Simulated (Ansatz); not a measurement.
Hf$_{2}$O$_{3}$:
```cif
data_Hf2O3
_chemical_formula_sum 'Hf2 O3'
_space_group_name_H-M_alt 'P-4m2'
_space_group_IT_number 115
_space_group_name_Hall 'P -4 -2'
_cell_length_a 3.53068
_cell_length_b 3.53068
_cell_length_c 4.99620
_cell_angle_alpha 90.000
_cell_angle_beta 90.000
_cell_angle_gamma 90.000
loop_
_atom_site_label
_atom_site_type_symbol
_atom_site_symmetry_multiplicity
_atom_site_Wyckoff_symbol
_atom_site_fract_x
_atom_site_fract_y
_atom_site_fract_z
_atom_site_occupancy
Hf1 Hf 2 g 0.00000 0.50000 0.25011 1
O1 O 1 a 0.00000 0.00000 0.00000 1
O2 O 1 b 0.50000 0.50000 0.00000 1
O3 O 1 d 0.00000 0.00000 0.50000 1
```

Relaxed at zero pressure with PBEsol (plane waves, PAW; program Ansatz).

Q: The volume is lowered by 9 % and shape and atoms relax at that volume. What pressure results, and how do the axes share the change?

A: 24.8 GPa; a -3.1 %, b -3.1 %, c -3.2 %; the energy rises by 80 meV/atom.

Q: Give the new structure.

A: 
Space group P-4m2 (No. 115); a = b = 3.4224 Å, c = 4.8387 Å, α = β = γ = 90.00°

| atom | site | symmetry | x | y | z |
|---|---|---|---|---|---|
| Hf | 2g | 2mm. | 0.0000 | 0.5000 | 0.2536 |
| O | 1a | -4m2 | 0.0000 | 0.0000 | 0.0000 |
| O | 1b | -4m2 | 0.5000 | 0.5000 | 0.0000 |
| O | 1d | -4m2 | 0.0000 | 0.0000 | 0.5000 |

The phase is kept; no other phase was compared at this pressure.

The start of the workflow was typed in or built on a structure type; neither database checked (COD, Materials Project) lists it. Whether it is the stable phase at ambient conditions was not checked. Symmetry was held in the PBEsol relaxation; its stability against distortions is not shown here. No spin polarisation was allowed. Spin–orbit coupling is left out wherever it is not named.

Potentials: the later of the program's two PAW sets.
